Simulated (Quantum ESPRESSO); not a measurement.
**Kohn-Sham bands of SnSe2 (CdI2 type)**

```
CELL_PARAMETERS angstrom
      3.84190     0.00000     0.00000
     -1.92095     3.32718     0.00000
      0.00000     0.00000     6.48588
ATOMIC_POSITIONS crystal
  Sn 0.00000 0.00000 0.00000
  Se 0.66667 0.33333 0.75710
  Se 0.33333 0.66667 0.24290
```

Cell from Materials Project (mp-665), symmetrised, no further relaxation. COD (Crystallography Open Database) has the formula in 2 space groups, this one among them (matched by group alone). Level: PBEsol, spinors with spin-orbit coupling; pw.x of Quantum ESPRESSO at 69 Ry with PseudoDojo potentials, 6×6×4 k-points, Wannier90. Density: 12×12×6 mesh, Gaussian smearing 0.01 Ry. The cell is built of weakly bound layers, chains or molecules, whose nearest atoms lie 4.01 Å apart. Database cells relaxed without dispersion often hold them too far apart, which can enlarge gaps and weakens couplings between them; spacing and stacking were not compared with the measured crystal.

Energies are relative to the valence-band maximum; weights are on the orthonormalised atomic waves of the pseudopotential files, averaged over the group. 46 electrons a cell are treated as valence.

Into which isolated groups do the bands fall, where do they lie and what are they made of?


```tsv
bands	from (eV)	to (eV)	filling	weight on atomic waves
1–8	-47.38	-47.33	filled	Se 3d 100 %
9–20	-46.49	-46.43	filled	Se 3d 100 %
21–24	-21.70	-21.68	filled	Sn 4d 100 %
25–30	-20.69	-20.62	filled	Sn 4d 100 %
31–34	-13.67	-11.58	filled	Se 4s 79 %, Sn 5p 13 %, Sn 5s 6 %
35–36	-7.25	-5.36	filled	Sn 5s 50 %, Se 4p 35 %, Se 4s 14 %
37–46	-4.64	0.00	filled	Se 4p 80 %, Sn 5p 16 %
47–48	0.63	2.32	empty	Se 4p 60 %, Sn 5s 33 %
```

The Kohn-Sham gap over both meshes and the path is 0.63 eV.
